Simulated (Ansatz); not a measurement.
Starting cell, TiSi₂ (C49 type, space group Cmcm):

```xyz
6
Lattice="1.7636 -6.7617 0.0000 1.7636 6.7617 0.0000 0.0000 0.0000 3.5656" Properties=species:S:1:pos:R:3 pbc="T T T"
Si     1.7636    -5.9734     2.6742
Si     1.7636     5.9734     0.8914
Si     1.7636     3.3770     2.6742
Si     1.7636    -3.3770     0.8914
Ti     1.7636    -1.3958     2.6742
Ti     1.7636     1.3958     0.8914
```

In each cell atom 1 (Si, nearest neighbour Si at 2.380 Å; its periodic images, 3.5 Å or more away, move with it) moves by s·(0.707, 0.707, 0.000) (along Cartesian [110]), the rest being held.

These are r2SCAN (plane waves to 500 eV, PAW, scalar-relativistic; Ansatz, an electronic-structure program) values and carry that method's errors. k mesh 11×11×11 (Γ-centred), Fermi-Dirac smearing 0.05 eV. Energies are smeared free energies. With partly filled bands, energies and forces of such displacements shift with the k mesh and the smearing. The PAW data are Ansatz's earlier set. This is one of several known forms of TiSi2; the measured ambient cells at hand have space group No. 70. TiSi2 is run without spin polarisation. TiSi2 was relaxed with its symmetry unable to fall. ΔE is measured from the undisplaced structure.

The scan covers s from -0.480 to 0.480 Å in 11 points.

Problem. Is this a single well or a double well?

Solution. A single well with its minimum at or next to zero displacement.

Problem. Is the energy the same for displacements of ±0.480 Å, and if not, which side lies higher?

Solution. Not even: the negative side lies higher at ±0.480 Å. With its periodic images moving along, the atom's site symmetry in this cell is mm2.

Problem. What is the force constant k = d²E/ds² of this move at s = 0?

Solution. 8.96 eV/Å².

(A displaced cell: forces are minus the slopes of the energy, force constants its curvatures, and phonons follow from these.)
